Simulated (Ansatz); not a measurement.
S:
```cif
data_S128
_chemical_formula_sum 'S128'
_space_group_name_H-M_alt 'Fddd :1'
_space_group_IT_number 70
_space_group_name_Hall 'F 2 2 -1d'
_cell_length_a 9.96734
_cell_length_b 12.25780
_cell_length_c 23.54873
_cell_angle_alpha 90.000
_cell_angle_beta 90.000
_cell_angle_gamma 90.000
loop_
_atom_site_label
_atom_site_type_symbol
_atom_site_symmetry_multiplicity
_atom_site_Wyckoff_symbol
_atom_site_fract_x
_atom_site_fract_y
_atom_site_fract_z
_atom_site_occupancy
S1 S 32 h 0.01967 0.41802 0.07094 1
S2 S 32 h 0.32540 0.11216 0.12618 1
S3 S 32 h 0.09372 0.16386 0.29830 1
S4 S 32 h 0.09302 0.03627 0.24206 1
```
(The calculation used a cell of 32 atoms; values per cell refer to that cell.)

Relaxed with LDA.

Problem. Which orbitals make up the states near the band edges in LDA in the plane-wave PAW code Ansatz?

Solution. Top 1 eV of the valence band: S 3p 93 %. Bottom 1 eV of the conduction band: S 3p 77 %, S 3s 13 %, outside the projected shells 10 %. Projections are on Löwdin-orthogonalised atomic valence shells; empty p or d shells of many metals are not among them.

Problem. Tabulate the density of states.

Solution. States/eV per cell of 32 atoms, in 0.25 eV bins, energy from the valence-band maximum.

```
E (eV)  total   S 3p  S 3s
------  -----  -----  ----
-7.85    0.00   0.00  0.00
-7.60    0.00   0.00  0.00
-7.35    0.00   0.00  0.00
-7.10    0.00   0.00  0.00
-6.85    0.00   0.00  0.00
-6.60   24.24  23.45  0.30
-6.35   20.30  18.85  1.14
-6.10   19.29  17.39  1.67
-5.85   15.33  13.61  1.54
-5.60   13.95  12.18  1.61
-5.35   11.56  10.16  1.26
-5.10   15.76  14.19  1.36
-4.85   14.57  13.01  1.38
-4.60   16.85  14.94  1.71
-4.35   24.76  21.58  2.87
-4.10   21.94  19.07  2.57
-3.85   22.53  19.41  2.78
-3.60   23.37  20.28  2.71
-3.35   17.45  15.27  1.85
-3.10   13.49  11.84  1.34
-2.85    8.01   7.23  0.57
-2.60    4.59   4.19  0.26
-2.35    2.48   2.34  0.10
-2.10   15.47  14.35  0.79
-1.85   27.88  25.62  1.63
-1.60   31.52  29.13  1.56
-1.35   37.65  34.92  1.69
-1.10   39.73  36.91  1.65
-0.85   40.33  37.75  1.43
-0.60   15.51  14.31  0.69
-0.35   10.11   9.06  0.65
-0.10    3.31   2.96  0.22
0.15     0.00   0.00  0.00
0.40     0.00   0.00  0.00
0.65     0.00   0.00  0.00
0.90     0.00   0.00  0.00
1.15     0.00   0.00  0.00
1.40     0.00   0.00  0.00
1.65     2.73   2.11  0.39
1.90    15.62  11.94  2.22
2.15    24.38  18.83  3.18
2.40    19.78  15.45  2.31
2.65    14.94  11.84  1.46
2.90    19.05  15.35  1.42
3.15    24.61  19.95  1.50
3.40    24.97  20.35  1.39
3.65    28.54  23.52  1.71
3.90    25.10  20.50  1.46
4.15    24.93  20.15  1.50
4.40    17.20  13.96  0.98
4.65     9.90   8.11  0.41
4.90     3.88   3.27  0.12
5.15     0.36   0.31  0.01
5.40     0.04   0.00  0.00
5.65     6.56   0.39  0.02
5.90     9.02   0.49  0.03
6.15    11.99   0.51  0.04
6.40    16.85   0.70  0.06
```

The LDA relaxation kept the symmetry of its start. A crystal of weakly bound molecules computed without a dispersion correction: the cell and the soft elastic constants depend strongly on that.

Potentials: the later of the program's two PAW sets.
